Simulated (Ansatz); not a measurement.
# BiTe: what relativity and spin–orbit coupling change

```xyz
2
Lattice="0.0000 3.2350 3.2350 3.2350 0.0000 3.2350 3.2350 3.2350 0.0000" Properties=species:S:1:pos:R:3 pbc="T T T"
Bi    0.0000    0.0000    0.0000
Te    3.2350    3.2350    3.2350
```

Atom numbers follow the list: Bi1, Te2.

The cell is COD entry 9008604, as deposited and not checked against the literature; nothing was relaxed.

One fixed cell is solved with PBE by full-potential LAPW in Ansatz 0.2.0 under different relativistic treatments. Pressure is positive in compression.

Sampling and basis: a Γ-centred 10×10×10 k mesh, Fermi–Dirac smearing of 0.03 eV, basis error target 0.25 meV/atom, no spin polarisation.

```tsv
setting	P (GPa)	lowest level at Γ above −25 eV, from the valence-band top or, without a gap, the Fermi level (eV)
scalar-relativistic	0.81	-23.16
non-relativistic	2.23	-12.40
with spin–orbit coupling	2.17	-24.52
```
